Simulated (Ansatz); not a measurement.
GePd2:
```cif
data_Ge3Pd6
_chemical_formula_sum 'Ge3 Pd6'
_space_group_name_H-M_alt 'P-62m'
_space_group_IT_number 189
_space_group_name_Hall 'P -6 -2'
_cell_length_a 6.70392
_cell_length_b 6.70392
_cell_length_c 3.47513
_cell_angle_alpha 90.000
_cell_angle_beta 90.000
_cell_angle_gamma 120.000
loop_
_atom_site_label
_atom_site_type_symbol
_atom_site_symmetry_multiplicity
_atom_site_Wyckoff_symbol
_atom_site_fract_x
_atom_site_fract_y
_atom_site_fract_z
_atom_site_occupancy
Ge1 Ge 2 c 0.33333 0.66667 0.00000 1
Ge2 Ge 1 b 0.00000 0.00000 0.50000 1
Pd1 Pd 3 g 0.39215 0.39215 0.50000 1
Pd2 Pd 3 f 0.00000 0.26840 0.00000 1
```

Relaxed at zero pressure with the program Ansatz at the r²SCAN level (PAW).

Q: The volume is lowered by 3 % and shape and atoms relax at that volume. What pressure results, and how do the axes share the change?

A: 5.4 GPa; a -0.5 %, b -0.5 %, c -2.0 %; the energy rises by 7 meV/atom.

Q: Give the new structure.

A: 
Space group P-62m (No. 189); a = b = 6.669 Å, c = 3.406 Å, α = β = 90.00°, γ = 120.00°

```csv
atom,site,symmetry,x,y,z
Ge,2c,-6..,0.3333,0.6667,0.0000
Ge,1b,-62m,0.0000,0.0000,0.5000
Pd,3g,m2m,0.3920,0.3920,0.5000
Pd,3f,m2m,0.0000,0.2691,0.0000
```

The phase is kept; no other phase was compared at this pressure.

The first step of the workflow began from a Materials Project structure, measured or hypothetical; the Crystallography Open Database copy checked does not list it. Its standing as an ambient phase is unchecked. Symmetry was held in the r²SCAN relaxation; its stability against distortions is not shown here. No spin polarisation was allowed.

Potentials: the later of the program's two PAW sets.
